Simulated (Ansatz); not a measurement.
CaC2 (MoSi2 or CaC2 type, I4/mmm), PBE in the plane-wave PAW code Ansatz, all energies at zero smearing, with the estimated change up to a 700 eV cutoff added, with one set of potentials and settings (totals compare only within such a set). Cell of 3 atoms (1 Ca, 2 C): -2318.715 eV.

```
element                reference phase  E (eV/atom)
-------  -----------------------------  -----------
Ca          Fm-3m, 1 atoms in the cell   -1816.8597
C        P6_3/mmc, 4 atoms in the cell    -250.9479
```

Formation energy per atom, worked out: (-2318.715 − 1×(-1816.8597) − 2×(-250.9479))/3 = 0.013 eV/atom (1 kJ per mol of atoms), at 0 K, without zero-point energy or fitted corrections.

The workflow started from a Materials Project entry (that database holds measured and hypothetical structures alike); the Crystallography Open Database copy checked does not list it. COD files the formula under space group No. 2, so this cell is another polymorph or a model. Its standing as an ambient phase is unchecked. Symmetry was held in the PBE relaxation; its stability against distortions is not shown here. The references are the lowest solids computed at this level, not always the standard phases.

Potentials: the later of the program's two PAW sets.
